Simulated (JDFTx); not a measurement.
System: V(110) (Im-3m bulk; lattice of mp-146, not re-optimised at this level), 1x1 cell of 6 atoms in 6 planes, area 6.29 Å² a face, 10.4 Å between the outermost planes in a cell 26.5 Å high; k mesh 8×8×1, Fermi width 0.01 Ha, no spin polarisation. Neither spin polarisation nor a larger cell was tried.

Level of theory: PBE, GBRV ultrasoft potentials, plane waves to 20/100 Ha; code: JDFTx (a modified build). Liquid on both sides: CANDLE, water, 2 M KCl; nuclei fixed. On the negative side CANDLE's cavity feels the periodic box, so those points shift with the cell height.

Charging data:

```
U − U_pzc (V)  σ (μC/cm²)
-------------  ----------
-0.92              -36.10
-0.52              -21.27
-0.32              -10.25
0.00                 0.00
0.28                 6.33
0.48                12.54
```

Worked example: a check of Lippmann's equation. The grand free energy per area against the neutral slab, Δγ = [F(N) − F(N₀) − μ(N − N₀)]/2A, is taken from the total energies of the same runs.

| U − U_pzc (V) | Δγ (mJ/m²) |
|---|---|
| -0.92 | -162.2 |
| -0.52 | -46.6 |
| -0.32 | -14.0 |
| 0.00 | 0.0 |
| 0.28 | -8.4 |
| 0.48 | -27.0 |

Δγ is largest at zero charge and falls away from it, as dγ/dU = −σ demands. At -0.92 V the computed -162.2 mJ/m² stands beside -166.1 mJ/m² from the constant-capacitance formula.
